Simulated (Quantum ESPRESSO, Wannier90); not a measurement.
Wannierisation of BaBrF (P4/nmm)

Structure: Materials Project mp-23070, symmetrised, not relaxed again. COD (Crystallography Open Database) has an entry of this formula and space group (matched by these alone). Method: PBEsol plane waves in Quantum ESPRESSO 7.5 (PseudoDojo norm-conserving files, 68 Ry, no spin polarisation, no spin-orbit coupling), Bloch states on a 4×4×4 mesh through Γ, Wannier90 4.0.1. Density: 8×8×4 mesh, cold smearing 0.01 Ry. Spin-orbit coupling is left out although heavy elements are present.

On the energy scale of pw.x, whose zero is arbitrary, the valence-band maximum lies at 4.57 eV.

Input w.win:

```
num_bands = 6
num_wann = 6
exclude_bands = 1-18,25-50
num_iter = 1000
conv_tol = 1.0e-6
conv_window = 4
write_hr = true
write_u_matrices = true
auto_projections = true
begin unit_cell_cart
ang
    4.5399200000    0.0000000000    0.0000000000
    0.0000000000    4.5399200000    0.0000000000
    0.0000000000    0.0000000000    7.4953900000
end unit_cell_cart
begin atoms_frac
Ba   0.0000000000  0.5000000000 -0.1916200000
Ba   0.5000000000  0.0000000000  0.1916200000
Br   0.5000000000  0.0000000000 -0.3503900000
Br   0.0000000000  0.5000000000  0.3503900000
F    0.5000000000  0.5000000000  0.0000000000
F    0.0000000000  0.0000000000  0.0000000000
end atoms_frac
mp_grid = 4 4 4
begin kpoints
0.0000000000 0.0000000000 0.0000000000
0.0000000000 0.0000000000 0.2500000000
0.0000000000 0.0000000000 0.5000000000
... (61 more lines: the 4x4x4 mesh through Gamma)
end kpoints
```

Input of pw2wannier90.x that gives the overlap and projection files (equivalent; here they were cut from one run over all bands):

```
&inputpp
  outdir = './out'
  prefix = 'pwscf'
  seedname = 'w'
  write_amn = .true.
  write_mmn = .true.
  atom_proj = .true.
  atom_proj_exclude = 1 2 3 4 5 6 7 8 9 10 11 15 19 20 21 22 23 24 25 26
/
```

Output w.wout (banner and timings cut):

```
                                    ------
                                    SYSTEM
                                    ------

                              Lattice Vectors (Ang)
                    a_1     4.539920   0.000000   0.000000
                    a_2     0.000000   4.539920   0.000000
                    a_3     0.000000   0.000000   7.495390

                   Unit Cell Volume:     154.48654  (Ang^3)

                        Reciprocal-Space Vectors (Ang^-1)
                    b_1     1.383986   0.000000   0.000000
                    b_2     0.000000   1.383986   0.000000
                    b_3     0.000000   0.000000   0.838273

 *----------------------------------------------------------------------------*
 |   Site       Fractional Coordinate          Cartesian Coordinate (Ang)     |
 +----------------------------------------------------------------------------+
 | ba   1   0.00000   0.50000  -0.19162   |    0.00000   2.26996  -1.43627    |
 | ba   2   0.50000   0.00000   0.19162   |    2.26996   0.00000   1.43627    |
 | br   1   0.50000   0.00000  -0.35039   |    2.26996   0.00000  -2.62631    |
 | br   2   0.00000   0.50000   0.35039   |    0.00000   2.26996   2.62631    |
 | f    1   0.50000   0.50000   0.00000   |    2.26996   2.26996   0.00000    |
 | f    2   0.00000   0.00000   0.00000   |    0.00000   0.00000   0.00000    |
 *----------------------------------------------------------------------------*
                                ------------
                                K-POINT GRID
                                ------------

             Grid size =  4 x  4 x  4      Total points =   64

 *---------------------------------- MAIN ------------------------------------*
 |  Number of Wannier Functions               :                 6             |
 |  Number of Objective Wannier Functions     :                 6             |
 |  Number of input Bloch states              :                 6             |
 |  Output verbosity (1=low, 5=high)          :                 1             |
 |  Timing Level (1=low, 5=high)              :                 1             |
 |  Optimisation (0=memory, 3=speed)          :                 3             |
 |  Length Unit                               :               Ang             |
 |  Post-processing setup (write *.nnkp)      :                 F             |
 |  Using Gamma-only branch of algorithms     :                 F             |
 *----------------------------------------------------------------------------*
 *------------------------------- WANNIERISE ---------------------------------*
 |  Total number of iterations                :              1000             |
 |  Number of CG steps before reset           :                 5             |
 |  Trial step length for line search         :             2.000             |
 |  Convergence tolerence                     :         0.100E-05             |
 |  Convergence window                        :                 4             |
 |  Iterations between writing output         :                 1             |
 |  Iterations between backing up to disk     :               100             |
 |  Write r^2_nm to file                      :                 F             |
 |  Write xyz WF centres to file              :                 F             |
 |  Write on-site energies <0n|H|0n> to file  :                 F             |
 |  Use guiding centre to control phases      :                 F             |
 |  Use phases for initial projections        :                 F             |
 *----------------------------------------------------------------------------*
 *-------------------------------- PLOTTING ----------------------------------*
 |  Plotting Hamiltonian in WF basis          :                 T             |
 *----------------------------------------------------------------------------*

 *---------------------------------- K-MESH ----------------------------------*
 +----------------------------------------------------------------------------+
 |                    Distance to Nearest-Neighbour Shells                    |
 |                    ------------------------------------                    |
 |          Shell             Distance (Ang^-1)          Multiplicity         |
 |          -----             -----------------          ------------         |
 |             1                   0.209568                      2            |
 |             2                   0.345996                      4            |
 |             3                   0.404515                      8            |
 |             4                   0.419137                      2            |
 |             5                   0.489313                      4            |
 |             6                   0.532303                      8            |
 |             7                   0.543497                      8            |
 |             8                   0.628705                      2            |
       ... (lines left out)
 +----------------------------------------------------------------------------+
 | The b-vectors are chosen automatically                                     |
 | The following shells are used:                       1,  2                 |
 +----------------------------------------------------------------------------+
 |                        Shell   # Nearest-Neighbours                        |
 |                        -----   --------------------                        |
 |                          1               2                                 |
 |                          2               4                                 |
 +----------------------------------------------------------------------------+
 | Completeness relation is fully satisfied [Eq. (B1), PRB 56, 12847 (1997)]  |
 +----------------------------------------------------------------------------+
 |                  b_k Vectors (Ang^-1) and Weights (Ang^2)                  |
 |                  ----------------------------------------                  |
 |            No.         b_k(x)      b_k(y)      b_k(z)        w_b           |
 |            ---        --------------------------------     --------        |
 |             1         0.000000    0.000000    0.209568    11.384625        |
 |             2         0.000000    0.000000   -0.209568    11.384625        |
 |             3         0.000000    0.345996    0.000000     4.176636        |
 |             4         0.345996    0.000000    0.000000     4.176636        |
 |             5         0.000000   -0.345996    0.000000     4.176636        |
 |             6        -0.345996    0.000000    0.000000     4.176636        |
 +----------------------------------------------------------------------------+
 |                           b_k Directions (Ang^-1)                          |
 |                           -----------------------                          |
 |            No.           x           y           z                         |
 |            ---        --------------------------------                     |
 |             1         0.000000    0.000000    0.209568                     |
 |             2         0.000000    0.345996    0.000000                     |
 |             3         0.345996    0.000000    0.000000                     |
 +----------------------------------------------------------------------------+

 Starting a new Wannier90 calculation ...

 Reading overlaps from w.mmn

 Reading projections from w.amn

 *------------------------------- WANNIERISE ---------------------------------*
 +--------------------------------------------------------------------+<-- CONV
 | Iter  Delta Spread     RMS Gradient      Spread (Ang^2)            |<-- CONV
 +--------------------------------------------------------------------+<-- CONV

 ------------------------------------------------------------------------------
 Initial State
  WF centre and spread    1  (  2.269960,  0.000000, -2.554641 )     2.83783322
  WF centre and spread    2  (  2.269960,  0.000000, -2.496481 )     2.72053645
  WF centre and spread    3  (  2.269960,  0.000000, -2.496481 )     2.72053676
  WF centre and spread    4  (  0.000000,  2.269960,  2.554641 )     2.83783324
  WF centre and spread    5  ( -0.000000,  2.269960,  2.496481 )     2.72053679
  WF centre and spread    6  ( -0.000000,  2.269960,  2.496481 )     2.72053644
  Sum of centres and spreads (  6.809880,  6.809880, -0.000000 )    16.55781290

      0     0.166E+02     0.0000000000       16.5578128961  <-- CONV
        O_D=      0.0224915 O_OD=      0.1216320 O_TOT=     16.5578129 <-- SPRD
 ------------------------------------------------------------------------------
      1    -0.102E-01     0.1776190565       16.5475641588  <-- CONV
        O_D=      0.0214165 O_OD=      0.1124583 O_TOT=     16.5475642 <-- SPRD
      2    -0.165E-02     0.0769090140       16.5459147429  <-- CONV
        O_D=      0.0210434 O_OD=      0.1111820 O_TOT=     16.5459147 <-- SPRD
      3    -0.574E-03     0.0385914874       16.5453404024  <-- CONV
        O_D=      0.0209716 O_OD=      0.1106794 O_TOT=     16.5453404 <-- SPRD
      4    -0.153E-03     0.0221233783       16.5451872860  <-- CONV
        O_D=      0.0209324 O_OD=      0.1105655 O_TOT=     16.5451873 <-- SPRD
      5    -0.653E-04     0.0142995975       16.5451219633  <-- CONV
        O_D=      0.0209041 O_OD=      0.1105285 O_TOT=     16.5451220 <-- SPRD
       ... (lines left out)
      8    -0.273E-06     0.0010031906       16.5451123582  <-- CONV
        O_D=      0.0208969 O_OD=      0.1105261 O_TOT=     16.5451124 <-- SPRD
      9    -0.309E-07     0.0003467205       16.5451123273  <-- CONV
        O_D=      0.0208968 O_OD=      0.1105261 O_TOT=     16.5451123 <-- SPRD
     10    -0.660E-08     0.0001576840       16.5451123207  <-- CONV
        O_D=      0.0208968 O_OD=      0.1105262 O_TOT=     16.5451123 <-- SPRD
             <<<     Delta < 1.000E-06  over  4 iterations     >>>
             <<< Wannierisation convergence criteria satisfied >>>
 Final State
  WF centre and spread    1  (  2.269960,  0.000000, -2.554257 )     2.83722798
  WF centre and spread    2  (  2.269960,  0.000000, -2.496694 )     2.71766393
  WF centre and spread    3  (  2.269960,  0.000000, -2.496694 )     2.71766423
  WF centre and spread    4  (  0.000000,  2.269960,  2.554257 )     2.83722800
  WF centre and spread    5  ( -0.000000,  2.269960,  2.496694 )     2.71766426
  WF centre and spread    6  ( -0.000000,  2.269960,  2.496694 )     2.71766392
  Sum of centres and spreads (  6.809880,  6.809880, -0.000000 )    16.54511232

         Spreads (Ang^2)       Omega I      =    16.413689359
        ================       Omega D      =     0.020896759
                               Omega OD     =     0.110526203
    Final Spread (Ang^2)       Omega Total  =    16.545112321
```
